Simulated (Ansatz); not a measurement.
Fe (bcc, W type)

```xyz
1
Lattice="-1.4325 1.4325 1.4325 1.4325 -1.4325 1.4325 1.4325 1.4325 -1.4325" Properties=species:S:1:pos:R:3 pbc="T T T"
Fe     0.0000     0.0000     0.0000
```

The slice is a {211} plane (indices of the conventional cell) through the point (0.000, 0.000, 0.000) (fractional), spanned by u = [111] and v = [1 0 -1] in vectors of this cell: u (2.48 Å) and v (4.05 Å, at 90° to u). It covers one period; positions are fractions (u, v).

Level of theory: r2SCAN (plane waves to 500 eV, PAW, scalar-relativistic; Ansatz, a first-principles code). k mesh 23×23×23. Near the nuclei the fields are pseudised (PAW); where an atom keeps semicore shells as valence, they peak there. Fe was relaxed with its symmetry unable to fall. Relaxed Fe ends ferromagnetic. The PAW data are Ansatz's earlier set. Other magnetic orders were not checked, so this need not be the ground state.

**Question.** What is the valence density on the shortest Fe–Fe line in this plane (2.48 Å), at its midpoint?

**Answer.** 0.33 e/Å³.

**Question.** What is the ELF at the midpoint of the shortest Fe–Fe line in this plane (2.48 Å)?

**Answer.** 0.2.

**Question.** Sketch the ELF of the down spins on this plane as a map.

**Answer.** 
```
|xxxx6201441026xxx|
|xxx841024420148xx|
|xx84100355300148x|
|66410014774100146|
|22100036886300012|
|00001368998631000|
|11124689999864211|
|44567899999987654|
|78888888998888888|
|99988877777788899|
|99887666666667889|
|88776555555556778|
|87765444444445677|
|77655444444445567|
|87765444444445677|
|88776555555556778|
|99887666666667889|
|99988877777788899|
|78888888998888888|
|44567899999987654|
|11124689999864211|
|00001368998631000|
|22100036886300012|
|66410014774100146|
|xx84100355300148x|
|xxx841024420148xx|
|xxxx6201441026xxx|
|xxxx7311331137xxx|
```
Scale: ten equal steps from 0.11 (start of '0') to 0.62 (end of '9'), in the order '0123456789'. Values: ELF of the down spins. The map has 17 points along u (one character each, u = 0 at the left) and 28 along v (v = 0 in the bottom row). Points within 0.5 Å of a nucleus are blanked (x), as the pseudised field means little there.
